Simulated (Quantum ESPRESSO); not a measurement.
Ge7, input and log of a self-consistent run

Simulated, not a measurement. The program is pw.x of Quantum ESPRESSO 7.5 (plane-wave density functional theory). The cell is made up: 7 atoms on a zincblende/diamond lattice with one site empty, with randomly drawn elements, strain and displacements, not relaxed. PseudoDojo standard norm-conserving files (v0.5 for PBE, v0.4.1 for LDA and PBEsol) set the functional; there is no spin polarisation, spin-orbit coupling or dispersion term, and the masses in the input are unused placeholders. A spin-polarised start on this cell or one of its family kept no moment.

Input:

```
&control calculation='scf', pseudo_dir='./dojo.nc.sr.pbe.v0_5.standard.upf', outdir='./o', disk_io='medium', tprnfor=.true., tstress=.true. /
&system ibrav=0, nat=7, ntyp=1, nbnd=59, ecutwfc=77.98206166, nosym=.true., tot_charge=0,
 occupations='smearing', smearing='fd', degauss=0.0073498644
/
&electrons conv_thr=7.350e-09, electron_maxstep=60, /
ATOMIC_SPECIES
Ge 1.0 Ge.upf
CELL_PARAMETERS angstrom
5.6418 0.0 0.0
0.0 5.6418 0.0
0.0 0.0 5.6418
ATOMIC_POSITIONS angstrom
Ge -0.1062 -0.0185 -0.0189
Ge 0.0361 2.8466 2.7763
Ge 2.7787 -0.0198 2.8324
Ge 2.8921 2.7866 -0.0287
Ge 1.4752 1.3938 1.3649
Ge 4.3858 1.2755 4.0705
Ge 4.2855 4.2684 1.4594
K_POINTS automatic
6 6 6 1 1 1
```

The log is shortened where brackets say so; the opening notice, blank lines, dates and the lines on written files are dropped, and the path of the files is cut. It prints rydbergs, bohrs and kilobars, and counts compression as positive stress.

```
     Program PWSCF v.7.5
     Parallel version (MPI & OpenMP), running on       1 processor cores
     Number of MPI processes:                 1
     Threads/MPI process:                     1
     [start-up lines left out]
     bravais-lattice index     =            0
     lattice parameter (alat)  =      10.6615  a.u.
     unit-cell volume          =    1211.8522 (a.u.)^3
     number of atoms/cell      =            7
     number of atomic types    =            1
     number of electrons       =        98.00
     number of Kohn-Sham states=           59
     kinetic-energy cutoff     =      77.9821  Ry
     charge density cutoff     =     311.9282  Ry
     scf convergence threshold =      7.3E-09
     mixing beta               =       0.7000
     number of iterations used =            8  plain     mixing
     Exchange-correlation= PBE
                           (   1   4   3   4   0   0   0)
     [axes and pseudopotential details left out]
   Cartesian axes
     site n.     atom                  positions (alat units)
         1        Ge     tau(   1) = (  -0.0188238  -0.0032791  -0.0033500  )
         2        Ge     tau(   2) = (   0.0063987   0.5045553   0.4920947  )
         3        Ge     tau(   3) = (   0.4925201  -0.0035095   0.5020384  )
         4        Ge     tau(   4) = (   0.5126201   0.4939204  -0.0050870  )
         5        Ge     tau(   5) = (   0.2614768   0.2470488   0.2419263  )
         6        Ge     tau(   6) = (   0.7773760   0.2260803   0.7214896  )
         7        Ge     tau(   7) = (   0.7595980   0.7565671   0.2586763  )
     number of k points=   108  Fermi-Dirac smearing, width (Ry)=  0.0073
     Number of k-points >= 100: set verbosity='high' to print them.
     Dense  grid:   112595 G-vectors     FFT dimensions: (  60,  60,  60)
     Estimated max dynamical RAM per process >     154.35 MB
     Initial potential from superposition of free atoms
     starting charge      97.9942, renormalised to      98.0000
     Starting wfcs are   63 randomized atomic wfcs
     total cpu time spent up to now is       56.5 secs
     per-process dynamical memory:    91.0 Mb
     Self-consistent Calculation
     iteration #  1     ecut=    77.98 Ry     beta= 0.70
     Davidson diagonalization with overlap
     ethr =  1.00E-02,  avg # of iterations =  3.0
     Threshold (ethr) on eigenvalues was too large:
     Diagonalizing with lowered threshold
     Davidson diagonalization with overlap
     ethr =  9.22E-05,  avg # of iterations =  7.6
     total cpu time spent up to now is      433.4 secs
     total energy              =   -1250.30047995 Ry
     estimated scf accuracy    <       0.10327014 Ry
     iteration #  2     ecut=    77.98 Ry     beta= 0.70
     Davidson diagonalization with overlap
     ethr =  1.05E-04,  avg # of iterations =  2.0
     total cpu time spent up to now is      563.8 secs
     total energy              =   -1250.30495076 Ry
     estimated scf accuracy    <       0.02593740 Ry
     iteration #  3     ecut=    77.98 Ry     beta= 0.70
     Davidson diagonalization with overlap
     ethr =  2.65E-05,  avg # of iterations =  2.1
     total cpu time spent up to now is      705.0 secs
     total energy              =   -1250.31131134 Ry
     estimated scf accuracy    <       0.01354245 Ry
     iteration #  4     ecut=    77.98 Ry     beta= 0.70
     Davidson diagonalization with overlap
     ethr =  1.38E-05,  avg # of iterations =  2.1
     total cpu time spent up to now is      826.7 secs
     total energy              =   -1250.31379724 Ry
     estimated scf accuracy    <       0.00242831 Ry
     iteration #  5     ecut=    77.98 Ry     beta= 0.70
     Davidson diagonalization with overlap
     ethr =  2.48E-06,  avg # of iterations =  4.3
     total cpu time spent up to now is      976.7 secs
     total energy              =   -1250.31430620 Ry
     estimated scf accuracy    <       0.00006736 Ry
     iteration #  6     ecut=    77.98 Ry     beta= 0.70
     Davidson diagonalization with overlap
     ethr =  6.87E-08,  avg # of iterations =  3.7
     total cpu time spent up to now is     1138.0 secs
     total energy              =   -1250.31432015 Ry
     estimated scf accuracy    <       0.00001060 Ry
     iteration #  7     ecut=    77.98 Ry     beta= 0.70
     Davidson diagonalization with overlap
     ethr =  1.08E-08,  avg # of iterations =  2.4
     total cpu time spent up to now is     1270.2 secs
     total energy              =   -1250.31432228 Ry
     estimated scf accuracy    <       0.00000441 Ry
     iteration #  8     ecut=    77.98 Ry     beta= 0.70
     Davidson diagonalization with overlap
     ethr =  4.50E-09,  avg # of iterations =  2.0
     total cpu time spent up to now is     1412.7 secs
     total energy              =   -1250.31432316 Ry
     estimated scf accuracy    <       0.00000018 Ry
     iteration #  9     ecut=    77.98 Ry     beta= 0.70
     Davidson diagonalization with overlap
     ethr =  1.81E-10,  avg # of iterations =  2.7
     total cpu time spent up to now is     1581.5 secs
     total energy              =   -1250.31432321 Ry
     estimated scf accuracy    <       0.00000001 Ry
     iteration # 10     ecut=    77.98 Ry     beta= 0.70
     Davidson diagonalization with overlap
     ethr =  1.16E-11,  avg # of iterations =  4.0
     total cpu time spent up to now is     1747.9 secs
     End of self-consistent calculation
     Number of k-points >= 100: set verbosity='high' to print the bands.
     the Fermi energy is     7.8862 ev
!    total energy              =   -1250.31432321 Ry
     estimated scf accuracy    <          4.2E-09 Ry
     smearing contrib. (-TS)   =      -0.00541668 Ry
     internal energy E=F+TS    =   -1250.30890653 Ry
     The total energy is F=E-TS. E is the sum of the following terms:
     one-electron contribution =    -721.53332326 Ry
     hartree contribution      =     421.52697447 Ry
     xc contribution           =    -305.27443184 Ry
     ewald contribution        =    -645.02812590 Ry
     convergence has been achieved in  10 iterations
     Forces acting on atoms (cartesian axes, Ry/au):
     atom    1 type  1   force =     0.06395235   -0.00353407    0.01012530
     atom    2 type  1   force =     0.04280331    0.00338495    0.01525739
     atom    3 type  1   force =    -0.01782745   -0.03236581    0.01509564
     atom    4 type  1   force =     0.01791583    0.00552550   -0.02811108
     atom    5 type  1   force =    -0.02456045    0.00073927   -0.01221627
     atom    6 type  1   force =    -0.04263711    0.04465915    0.01038660
     atom    7 type  1   force =    -0.03964648   -0.01840898   -0.01053757
     Total force =     0.125345     Total SCF correction =     0.000466
     Computing stress (Cartesian axis) and pressure
          total   stress  (Ry/bohr**3)                   (kbar)     P=       21.39
   0.00014739   0.00001644   0.00002210           21.68        2.42        3.25
   0.00001644   0.00013017  -0.00017685            2.42       19.15      -26.02
   0.00002210  -0.00017685   0.00015865            3.25      -26.02       23.34
     init_run     :     49.80s CPU     56.40s WALL (       1 calls)
     electrons    :   1595.26s CPU   1691.41s WALL (       1 calls)
     forces       :     24.52s CPU     24.78s WALL (       1 calls)
     stress       :     79.21s CPU     79.56s WALL (       1 calls)
     [timing details left out]
     PWSCF        :  29m 9.38s CPU  30m55.56s WALL
     JOB DONE.
```

In other units: free energy -17011.393 eV for the cell, pressure 2.14 GPa, largest force component 1.644 eV/Å. A rerun of a related cell, with the same atoms placed differently, at 1347 eV and a 8 x 8 x 8 mesh moved values by no more than 0.006 eV in energy, 0.02 GPa in stress and 0.003 eV/Å in force.